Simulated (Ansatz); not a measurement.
With the program Ansatz at the r²SCAN level (PAW), TaAl in the CsCl type structure (Pm-3m) relaxes to a = 3.208 Å. Al has 8 nearest neighbours from 2.78 Å (cubic). Against the elements it lies at 0.069 eV/atom, with no fitted shifts.

Electronic character: metallic (no gap). Gap from r²SCAN with spin–orbit coupling: none (metallic).

An equation-of-state fit gives a bulk modulus of 163 GPa. The relaxed-ion elastic constants in GPa are C11 = -13.4, C12 = 251, C44 = 38.6. Bader charges are Ta -0.39, Al +0.39 e.

The start of the workflow was typed in or built on a structure type; neither database checked (COD, Materials Project) lists it. Its standing as an ambient phase is unchecked. Symmetry was held in the r²SCAN relaxation. At this level the phase is mechanically unstable. No spin polarisation was allowed. As this level gives no gap, shear constants depend on the k-mesh and smearing (Fermi–Dirac, 0.1 eV here). The references are the lowest solids computed at this level, not always the standard phases. Scalar-relativistic: spin–orbit coupling is off unless named, which matters more the heavier the elements.

Potentials: the earlier of the program's two PAW sets.
